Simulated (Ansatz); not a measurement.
CoSi2 under several functionals and dispersion corrections (calculated)

Starting cell:

```
CELL_PARAMETERS angstrom
0.00000 2.68250 2.68250
2.68250 0.00000 2.68250
2.68250 2.68250 0.00000
ATOMIC_POSITIONS crystal
Co 0.00000 0.00000 0.00000
Si 0.25000 0.25000 0.25000
Si 0.75000 0.75000 0.75000
```

Ansatz, plane waves and PAW, scalar-relativistic (no spin–orbit coupling), 8×8×8 k-mesh. Spin-polarised, with starting moments of only 0.05 μB, left from an earlier run whose moments had collapsed. In the setting of the table the starting cell (space group Fm-3m) has 3.794 × 3.794 × 3.794 Å, angles 60.0 / 60.0 / 60.0°. Each functional was followed to zero pressure by scaling the cell, shape and atoms held, then fitted over four more volumes within ±4 % of it.

(1) What cell, stiffness and gap does each give?

## Answers

(1) 
```csv
functional,V0 (Å³/atom),cell,B0 (GPa),B′ from the pressures,gap on the mesh,largest moment in an atom's sphere (μB),cutoff (eV)
revPBE,12.99,"3.805 × 3.805 × 3.805 Å, angles 60.0 / 60.0 / 60.0°",174,4.6,zero (metallic on this mesh),none,420
BLYP + D3(BJ),12.39,"3.746 × 3.746 × 3.746 Å, angles 60.0 / 60.0 / 60.0°",186,4.6,zero (metallic on this mesh),none,420
PBEsol + D3(BJ),12.17,"3.723 × 3.723 × 3.723 Å, angles 60.0 / 60.0 / 60.0°",207,4.4,zero (metallic on this mesh),none,420
rPW86-PBE + rVV10,13.01,"3.807 × 3.807 × 3.807 Å, angles 60.0 / 60.0 / 60.0°",171,4.7,zero (metallic on this mesh),none,420
r2SCAN,12.51,"3.758 × 3.758 × 3.758 Å, angles 60.0 / 60.0 / 60.0°",197,4.5,zero (metallic on this mesh),none,500
```

The volumes span 6.9 %, from PBEsol + D3(BJ) to rPW86-PBE + rVV10. The stiffness doesn't follow the volume steadily: stiffest PBEsol + D3(BJ) (207 GPa at 12.17 Å³/atom), softest rPW86-PBE + rVV10 (171 GPa at 13.01 Å³/atom), yet r2SCAN is stiffer than BLYP + D3(BJ) in a larger cell (197 against 186 GPa). All end without moments, so cell, stiffness and gap are those of the non-magnetic state; with so small a start a magnetic state isn't ruled out. Pairwise dispersion terms leave out the screening by a metal's electrons, and so tend to pull metals in too far.

Caveats: not tested for a lower state (r2SCAN).

Points behind the fit for r2SCAN:

```
V (Å³/atom)  E − Emin (meV/atom)  P (GPa)
     12.011                13.27     8.80
     12.261                 3.20     4.16
     12.512                 0.00     0.00
     12.762                 2.96    -3.73
     13.012                11.43    -7.07
```
